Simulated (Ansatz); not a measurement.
### Question
Each is relaxed and computed with the program Ansatz at the r²SCAN level (PAW). Which is the only one with a gap?
A. BAs, CsCl type
B. BiB, CsCl type
C. Lu2C, R-3m (Lu on 6c, C on 3b)
D. B6As, R-3m (B on 18h, B on 18h, As on 6c)

### Answer
D, B6As, R-3m (B on 18h, B on 18h, As on 6c). B6As: gap 2.88 eV (indirect); BAs: metal; BiB: metal; Lu2C: metal. Constructed cells (a structure type filled with these elements, in neither database checked): BiB, CsCl type. Typed or built starts, not in the databases checked: BAs, CsCl type. Not the usual ambient phase: BAs, CsCl type. Standing as an ambient phase not checked: B6As, R-3m (B on 18h, B on 18h, As on 6c); Lu2C, R-3m (Lu on 6c, C on 3b). Unstable at this level: BAs, CsCl type. All cells were relaxed under the symmetry of their starts (and spin orders); stability against distortions was not tested throughout. Spin–orbit coupling is left out wherever it is not named.

Potentials: the later of the program's two PAW sets.
